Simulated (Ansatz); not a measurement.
A trial cell of Cd₂C, before relaxation:

```
Cd C
1.0
     3.85716    0.00000    0.00000
    -1.92858    3.34040    0.00000
     0.00000    0.00000    4.65834
Cd C
2 1
Direct
  0.33333 0.66667 0.04353
  0.66667 0.33333 0.04353
  0.00000 0.00000 0.76334
```

The calculation used Ansatz, DFT PBE, scalar-relativistic, plane waves, PAW. Cutoff 420 eV, Gaussian smearing, Γ-centred meshes. Cell and atoms relax first on a coarse mesh and then on a finer one. In between, the cell is made exact in the group found at 0.06 Å. In metals the finer mesh still leaves noise of several meV/atom or more. The steps can't lower the symmetry of their start. No spin polarisation in the relaxation; trial moments died out in a coarse test.

A guess keeps its type if space group and coordination stay and the shape of the cell changes little (axis ratios within about 15 %, angles within 6°); the volume may change.

**Question.** Will the relaxed cell still be of the starting type?

**Answer.** It doesn't keep its type. The symmetry goes from P6mm (No. 183) to P6/mmm (No. 191). The volume per atom shrinks by 5.2 %, from 20.0 to 19.0 Å³. The shortest distance goes from 2.23 Å (Cd–Cd) to 2.70 Å (Cd–C and Cd–Cd). Counting neighbours within 15 % of an atom's shortest distance, the start has C 6, Cd 3 and the end C 8, Cd 8. In detail, at the end around Cd lie 3 C at 2.70 Å, 3 Cd at 2.70 Å and 2 Cd at 3.00 Å; around C lie 6 Cd at 2.70 Å and 2 C at 3.00 Å.

```xyz
3
Lattice="4.6775 0.0000 0.0000 -2.3387 4.0508 0.0000 0.0000 0.0000 3.0039" Properties=species:S:1:pos:R:3 pbc="T T T"
Cd    0.0000    2.7005    1.5019
Cd    2.3387    1.3503    1.5019
C     0.0000    0.0000    1.5019
```

Formation energies are uncorrected and refer to the elements' standard structures at the same level.

**Question.** At what energy does it end?

**Answer.** +1.72 eV/atom. It can't be a ground state, since the elements alone are lower.

The last run used a 12×12×16 mesh (in the run's order of axes) for its 3-atom cell and Gaussian smearing of 0.10 eV. The reference form of C is held partly by dispersion forces, which this level lacks. Symmetry constrained the relaxation, so the result can be a saddle point.
